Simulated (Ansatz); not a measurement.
Relaxed ZnSe (zinc blende):

```xyz
4
Lattice="0.0000 5.7330 5.7330 2.8665 0.0000 2.8665 2.8665 2.8665 0.0000" Properties=species:S:1:pos:R:3 pbc="T T T"
Se     4.2998     4.2998     4.2998
Se     4.2998     7.1663     7.1663
Zn     0.0000     0.0000     0.0000
Zn     0.0000     2.8665     2.8665
```

Computed with PBE (plane waves to 420 eV, PAW, scalar-relativistic; Ansatz, a program for electronic structure). k mesh 4×8×8 (Γ-centred), Fermi-Dirac smearing 0.05 eV. ZnSe was relaxed with its symmetry unable to fall.

One atom of the cell was then moved (with its periodic images), all else fixed, and the forces (eV/Å) came out as:

```
atom      Fx      Fy      Fz
----  ------  ------  ------
Se1    0.242  -0.123  -0.123
Se2   -1.153   0.125   0.125
Zn3    0.651   0.259   0.259
Zn4    0.261  -0.262  -0.262
```

Problem. Which atom was moved, and by which vector (Å)?

Solution. Se2, by (0.18, 0.00, 0.00), 0.18 Å in all.

(For displaced atoms, the force is minus the slope of the energy, and its curvature is a force constant, which sets phonon frequencies.)
